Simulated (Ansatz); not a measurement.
**Computed properties of ZrAl**

ZrAl:
```cif
data_Al2Zr2
_chemical_formula_sum 'Zr2 Al2'
_space_group_name_H-M_alt 'P 1'
_space_group_IT_number 1
_cell_length_a 5.67377
_cell_length_b 5.67377
_cell_length_c 4.27072
_cell_angle_alpha 90.000
_cell_angle_beta 90.000
_cell_angle_gamma 146.041
loop_
_space_group_symop_operation_xyz
  'x, y, z'
loop_
_atom_site_label
_atom_site_type_symbol
_atom_site_fract_x
_atom_site_fract_y
_atom_site_fract_z
_atom_site_occupancy
Zr1 Zr 0.16028 0.83972 0.75000 1
Zr2 Zr 0.83972 0.16028 0.25000 1
Al1 Al 0.42881 0.57119 0.75000 1
Al2 Al 0.57119 0.42881 0.25000 1
```

Space group Cmcm (No. 63); conventional cell a = 3.3138 Å, b = 10.8529 Å, c = 4.2707 Å, α = β = γ = 90.00°.

Method: PBEsol (plane waves, PAW; program Ansatz). Structure relaxed to zero pressure with the same functional. Other levels are named where they apply.

Cell and energy:

| Quantity | Result |
|---|---|
| Volume per atom | 19.20 Å³ |
| Density | 5.11 g/cm³ |
| Formation energy from the elements (no fitted shifts) | -0.46 eV/atom |

Electronic structure:

| Item | Value |
|---|---|
| Electronic character | metallic (no gap) |
| Density of states at the Fermi level | 0.62 states/eV per atom (mean over ±0.08 eV) |
| Gap with spin–orbit coupling | none (metallic) |

Mechanics:

| Quantity | Result |
|---|---|
| Bulk modulus (Birch–Murnaghan fit) | 113 GPa |
| Pressure derivative B′ | 3.7 |

Phonons:

| Item | Result |
|---|---|
| Highest zone-centre frequency | 389 cm⁻¹ |
| Zone-centre stability | no imaginary mode at Γ |

The workflow started from a Materials Project entry (that database holds measured and hypothetical structures alike); the Crystallography Open Database copy checked does not list it. Whether it is the stable phase at ambient conditions was not checked. The cell was relaxed with PBEsol under the symmetry of its start. No spin polarisation was allowed. As this level gives no gap, phonon frequencies hold no LO–TO term and depend on the k-mesh and smearing (Fermi–Dirac, 0.1 eV here). Axis ratios of metals converge slowly with the k-mesh, so a and c are less sure than the volume. The references are the lowest solids computed at this level, not always the standard phases. Scalar-relativistic: spin–orbit coupling is off unless named, which matters more the heavier the elements.

Potentials: the later of the program's two PAW sets.
